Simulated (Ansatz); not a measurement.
A: SiC (zinc blende), a = 4.357 Å, b = 4.357 Å, c = 4.357 Å, α = 90.00°, β = 90.00°, γ = 90.00°
B: Ta (bcc, W type), a = 3.305 Å, b = 3.305 Å, c = 3.305 Å, α = 90.00°, β = 90.00°, γ = 90.00°
C: BaTiO$_{3}$ (cubic perovskite), a = b = c = 3.994 Å, α = β = γ = 90.00°
D: GaSb (zinc blende), a = b = c = 6.134 Å, α = β = γ = 90.00°

Scan: energy over volume and axial ratio (atoms clamped). All come from one method, each on a k mesh of its own. All were relaxed with their symmetry unable to fall. BaTiO3 is run without spin polarisation. Spin-orbit coupling is left out. Ta is run without spin polarisation. The PAW data are Ansatz's earlier set. This is a high-temperature form of BaTiO3.

Task: Put the candidates in order of shear modulus C′ = (C11 − C12)/2 (fitted), highest first, for r2SCAN (plane waves to 500 eV, PAW, scalar-relativistic; Ansatz, a program for electronic structure).

Result: A (140 GPa), C (101 GPa), B (62 GPa), D (25 GPa)

(Under strain, the slope of the energy per volume gives the stress and its curvature an elastic modulus.)
